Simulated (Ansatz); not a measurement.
Ag (fcc, Cu type)

```
CELL_PARAMETERS angstrom
      4.10551     0.00000     0.00000
      0.00000     4.10551     0.00000
      0.00000     0.00000     4.10551
ATOMIC_POSITIONS crystal
  Ag 0.00000 0.00000 0.00000
  Ag 0.50000 0.50000 0.00000
  Ag 0.50000 0.00000 0.50000
  Ag 0.00000 0.50000 0.50000
```

In this cell atom 2 (Ag, nearest neighbour Ag at 2.903 Å; its periodic images, 4.1 Å or more away, move with it) is moved by s along Cartesian [111], unit vector (0.577, 0.577, 0.577); all other atoms and the cell stay fixed.

Calculation: r2SCAN (plane waves to 500 eV, PAW, scalar-relativistic; Ansatz, a program for electronic structure). k mesh 9×9×9 (Γ-centred), Fermi-Dirac smearing 0.05 eV. E stands for the smeared free energy. With partly filled bands, energies and forces of such displacements shift with the k mesh and the smearing. On this mesh the relaxed cell isn't quite at rest: it carries a pressure of -0.1 GPa (compression positive) at the zero of the scan. Ag was relaxed with its symmetry unable to fall. The PAW data are Ansatz's earlier set. ΔE is measured from the undisplaced structure. The last digit holds for this mesh only.

```json
[
 {"s (Å)": "-0.290", "ΔE (meV/cell)": "withheld"},
 {"s (Å)": "-0.232", "ΔE (meV/cell)": "141.0"},
 {"s (Å)": "-0.174", "ΔE (meV/cell)": "77.4"},
 {"s (Å)": "-0.116", "ΔE (meV/cell)": "33.8"},
 {"s (Å)": "-0.058", "ΔE (meV/cell)": "8.4"},
 {"s (Å)": "0.000", "ΔE (meV/cell)": "0.0"},
 {"s (Å)": "0.058", "ΔE (meV/cell)": "8.4"},
 {"s (Å)": "0.116", "ΔE (meV/cell)": "33.8"},
 {"s (Å)": "0.174", "ΔE (meV/cell)": "77.4"},
 {"s (Å)": "0.232", "ΔE (meV/cell)": "141.0"},
 {"s (Å)": "0.290", "ΔE (meV/cell)": "withheld"}
]
```

Question: Fit an even polynomial form (powers 2, 4) to the given rows and predict ΔE at s = 0.290.

Answer: Least squares on the 9 given rows: ΔE = (2476)·s² + (2667)·s⁴, in meV/cell with s in Å; root-mean-square residual 0.02 meV/cell. At 0.290 the fit gives 227.1 meV/cell; the calculation gives 227.1 meV/cell, the same to the digits shown. The quadratic term alone would give 208.2 meV/cell.

(A displaced cell: forces are minus the slopes of the energy, force constants its curvatures, and phonons follow from these.)
